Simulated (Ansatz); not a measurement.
MoS₂ in space group P6_3/mmc (No. 194; Mo on 2b, S on 4f), the program Ansatz at the PBE+D3(BJ) level (PAW), all energies at zero smearing, with the estimated change up to a 700 eV cutoff added, with one set of potentials and settings (totals compare only within such a set). Cell of 6 atoms (2 Mo, 4 S): -13528.135 eV.

```tsv
element	reference phase	E (eV/atom)
Mo	Im-3m, 1 atoms in the cell	-4956.7735
S	Fddd, 32 atoms in the cell	-902.2565
```

Formation energy per atom, worked out: (-13528.135 − 2×(-4956.7735) − 4×(-902.2565))/6 = -0.927 eV/atom (-89 kJ per mol of atoms), at 0 K, without zero-point energy or fitted corrections.

The first step of the workflow began from a Materials Project structure, measured or hypothetical. Its sites differ from those of the usual phase in this space group: another stacking or structure type. Symmetry was held in the PBE+D3(BJ) relaxation; whether a distortion lowers the energy is not shown. The run is not spin-polarised. The references are the lowest solids computed at this level, not always the standard phases.

Potentials: the earlier of the program's two PAW sets.
